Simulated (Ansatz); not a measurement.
Total density of states per atom from PBEsol in the plane-wave PAW code Ansatz, in 0.25 eV bins, energy from the Fermi level:

```
E (eV)  states/eV/atom
------  --------------
-7.85             0.12
-7.60             0.20
-7.35             0.26
-7.10             0.35
-6.85             0.53
-6.60             0.79
-6.35             0.82
-6.10             0.31
-5.85             0.60
-5.60             0.90
-5.35             1.35
-5.10             1.10
-4.85             0.78
-4.60             1.36
-4.35             1.02
-4.10             0.90
-3.85             1.01
-3.60             1.43
-3.35             1.18
-3.10             0.95
-2.85             1.44
-2.60             2.36
-2.35             1.58
-2.10             1.50
-1.85             1.02
-1.60             0.51
-1.35             0.42
-1.10             0.59
-0.85             0.77
-0.60             0.68
-0.35             0.62
-0.10             0.54
0.15              0.53
0.40              0.47
0.65              0.43
0.90              0.42
1.15              0.41
1.40              0.49
1.65              0.63
1.90              0.36
2.15              0.33
2.40              0.53
2.65              0.55
2.90              0.55
3.15              0.56
3.40              0.47
3.65              0.35
3.90              0.39
4.15              0.32
4.40              0.17
4.65              0.12
```

Problem. Pick the material that matches.
(A) GaPt, P2_13 (Ga on 4a, Pt on 4a)
(B) ZnCdTeSe, P3m1 (Zn on 1a, Cd on 1c, Te on 1a, Se on 1c)
(C) TePt, Cmcm (Te on 4c, Pt on 4c)
(D) ScPt, CsCl type

Solution. C, TePt, Cmcm (Te on 4c, Pt on 4c). Within 0.5 eV of the Fermi level: Te 5p 45 %, Pt 5d 40 %, outside the projected shells 5 %. Projections are on Löwdin-orthogonalised atomic valence shells; empty p or d shells of many metals are not among them.

The start of the workflow was typed in or built on a structure type; neither database checked (COD, Materials Project) lists it. COD files the formula under space group No. 166, 194. Its standing as an ambient phase is unchecked. The cell was relaxed with PBEsol under the symmetry of its start; its stability against distortions is not shown here. No spin polarisation was allowed. Scalar-relativistic: spin–orbit coupling is off unless named, which matters more the heavier the elements.

Potentials: the later of the program's two PAW sets.
